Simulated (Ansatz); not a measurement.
A surface is cut from this relaxed crystal of Ir:

```
CELL_PARAMETERS angstrom
0.00000 1.93533 1.93533
1.93533 0.00000 1.93533
1.93533 1.93533 0.00000
ATOMIC_POSITIONS crystal
Ir 0.00000 0.00000 0.00000
```

Miller indices refer to the conventional cell of Fm-3m (No. 225), a = 3.871 Å, b = 3.871 Å, c = 3.871 Å, α = 90.00°, β = 90.00°, γ = 90.00°.

Consider the (111) slab of 5 planes, 8.9 Å thick with 15 Å of vacuum as cut; outer planes Ir (top) and Ir (bottom), all atoms relaxed.

All numbers below come from DFT PBE, scalar-relativistic, plane waves, PAW (Ansatz 0.2.0). Plane waves to 420 eV, a k mesh through Γ of 15×15×1 on the computed 5-atom cell and Gaussian smearing (0.10 eV); no spin polarisation. A dipole correction removes the field between periodic images along c.

Problem. Give the surface energy (mean of both faces).

Solution. 2.31 J/m².

Problem. Estimate the work function.

Solution. 5.52 eV.

Problem. The top two planes lie 2.235 Å apart in the bulk. How does relaxation change this?

Solution. The spacing becomes 2.186 Å (-2.2 %).

Slabs this thin can still miss converged surface energies by a few hundredths of a J/m² and work functions by about a tenth of an eV.

Spin-orbit coupling is left out, which matters for the bands of heavy elements.

Worked out: the slab's 5 atoms lie 1.872 eV above the same atoms in the bulk. Shared over two faces of 6.49 Å² this is 144.3 meV/Å², and 1 eV/Å² is 16.02 J/m², which gives 2.31 J/m². The cut crosses 3 bonds a cell (neighbours within 10 % of the shortest distances), so each costs 0.62 eV on this count. The top spacing shrinks by 2.2 %, as is usual at a metal's surface, where atoms that lost neighbours bind closer to those left.
